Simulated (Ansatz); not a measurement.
A geometry of CdAu away from equilibrium: the start of the relaxation of a generated trial cell of CdAu in the AFLOW prototype AB_oC8_63_c_c (B33, as in CrB). Method: PBEsol (plane waves to 420 eV, PAW, scalar-relativistic; Ansatz, a first-principles code). Γ-centred k-mesh 9×9×9 on the run's cell (coarser than for final values), Fermi–Dirac smearing 0.05 eV.

```xyz
4
Lattice="1.9390 -5.1239 0.0000 1.9390 5.1239 0.0000 0.0000 0.0000 3.8213" Properties=species:S:1:pos:R:3:forces:R:3 pbc="T T T" free_energy=-42380.815 pressure_GPa=21.6
Au     1.9390    -0.6559     0.9553    0.0000   -6.8945    0.0000
Au     1.9390     0.6559     2.8659    0.0000    6.8945    0.0000
Cd     1.9390    -3.6354     0.9553    0.0000    1.0112    0.0000
Cd     1.9390     3.6354     2.8659    0.0000   -1.0112    0.0000
```

Positions in Å, forces in eV/Å, free energy of the cell in eV (comparable only within this code, potentials and settings). Largest force: 6.89 eV/Å, on Au1, Au2 (atoms numbered as listed); the geometry lies 0.56 eV/atom above the end of its relaxation.

No spin polarisation in the result.

The run could not lose the symmetry of its start: the end is stationary, and may be a saddle point rather than a minimum.

The end of the path is a generated cell of CdAu: the first start was made by placing the elements on the sites of a structure type, and the end was not matched to a known phase here, so it may be hypothetical.
